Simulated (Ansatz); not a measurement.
The relaxed structure here is a generated cell of BeS: the first start was made by placing the elements on the sites of a structure type, and the end was not matched to a known phase here, so it may be hypothetical.

The end point of a relaxation of BeS. The numbers are results of PBEsol (plane waves to 420 eV, PAW, scalar-relativistic; Ansatz, an electronic-structure program), not measurements.

```xyz
6
Lattice="3.4236 0.0000 0.0000 -1.7118 2.9649 0.0000 0.0000 0.0000 7.7457" Properties=species:S:1:pos:R:3 pbc="T T T"
Be     1.7118     0.0000     3.8729
Be    -0.8559     1.4825     1.2910
Be     0.8559     1.4825     6.4548
S      1.7118     0.0000     0.0000
S     -0.8559     1.4825     5.1638
S      0.8559     1.4825     2.5819
```

Q: Find the space group and the Wyckoff positions (tolerance 0.01 Å).

A: Space group P6₂22 (No. 180); a = 3.4236 Å, b = 3.4236 Å, c = 7.7457 Å, α = 90.00°, β = 90.00°, γ = 120.00°

```json
[
 {"atom": "Be", "site": "3d", "symmetry": "222", "x": "0.5000", "y": "0.0000", "z": "0.5000"},
 {"atom": "S", "site": "3c", "symmetry": "222", "x": "0.5000", "y": "0.0000", "z": "0.0000"}
]
```

Q: Give the shortest distances between elements (the closest pairs, up to four, under 3.6 Å).

A: Be–S 2.14 Å; Be–Be 3.10 Å; S–S 3.10 Å.

```yaml
volume_per_atom: 13.10 Å³
band_gap: 2.48 eV, indirect (valence top at or next to Γ, conduction bottom at M) (no spin-orbit coupling)
smallest_direct_gap: 3.77 eV at A
```

No spin polarisation in the result.

The run could not lose the symmetry of its start: the end is stationary, and may be a saddle point rather than a minimum.
